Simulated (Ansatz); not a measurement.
Here is an unrelaxed guess for Tm3C2.

```cif
data_structure
_symmetry_space_group_name_H-M 'Pm-3m'
_symmetry_Int_Tables_number 221
_cell_length_a 4.7571
_cell_length_b 4.7571
_cell_length_c 4.7571
_cell_angle_alpha 90.000
_cell_angle_beta 90.000
_cell_angle_gamma 90.000
_cell_volume 107.65
loop_
_atom_site_label
_atom_site_type_symbol
_atom_site_symmetry_multiplicity
_atom_site_Wyckoff_symbol
_atom_site_fract_x
_atom_site_fract_y
_atom_site_fract_z
_atom_site_occupancy
Tm1 Tm 3 d 0.50000 0.00000 0.00000 1
C1 C 1 a 0.00000 0.00000 0.00000 1
C2 C 1 b 0.50000 0.50000 0.50000 1
```

These are results of DFT PBE, scalar-relativistic, plane waves, PAW, and for the lanthanide a 4f-in-core norm-conserving potential (Ansatz 0.2.0), not measurements. Settings: cutoff 690 eV, Γ-centred mesh 4×4×4 on the computed 5-atom cell, Gaussian smearing of 0.10 eV; no spin polarisation.

Energies over the elements count from the elements' standard structures at the same level, with no fitted energy shifts.

Q: Estimate its pressure, forces and energy as it stands.

A: The pressure is -7.1 GPa (it wants to contract), the largest force is 0.00 eV/Å (symmetry fixes the atoms), and the energy is +0.49 eV/atom against the elements. The shortest distance is 2.38 Å.

Q: How much does it gain on relaxing, and where does it end?

A: Relaxing gains under 0.1 eV/atom (the start's value is from the coarse mesh, so the gain is rough) in 9 ionic steps and ends at +0.45 eV/atom on the finer mesh. The symmetry stays Pm-3m (No. 221). The volume per atom shrinks by 9.2 %, from 21.5 to 19.5 Å³. The shortest distance goes from 2.38 Å (Tm–C) to 2.30 Å (Tm–C). Conventional cell: a = 4.606 Å. Around Tm lie 2 C at 2.30 Å, 4 C at 3.26 Å and 8 Tm at 3.26 Å; around C on its first site lie 6 Tm at 2.30 Å; around C on its second site lie 12 Tm at 3.26 Å.

The last run used an 8×8×8 mesh for its 5-atom cell and Gaussian smearing of 0.10 eV. An odd number of valence electrons (the lanthanide is held trivalent, its 4f shell in the core) allows no gap without spin; another valence of the lanthanide, a larger cell or a magnetic state could open one. The reference form of C is held partly by dispersion forces, which this level lacks. The relaxation can't lower the symmetry of the start. A structure relaxed within its symmetry needn't be a true minimum. Another cell of Tm3C2 relaxed alike, in P-4m2, lies 0.41 eV/atom lower, so this cell isn't the stable form at this level.

The lanthanide is trivalent by construction, without f bands, f moments or other valences. The reference runs of the other elements, and any phases without the lanthanide, used 420 eV, which shifts energies against them by under 10 meV/atom. The lanthanide's reference is the lowest of its hcp, dhcp and fcc cells.
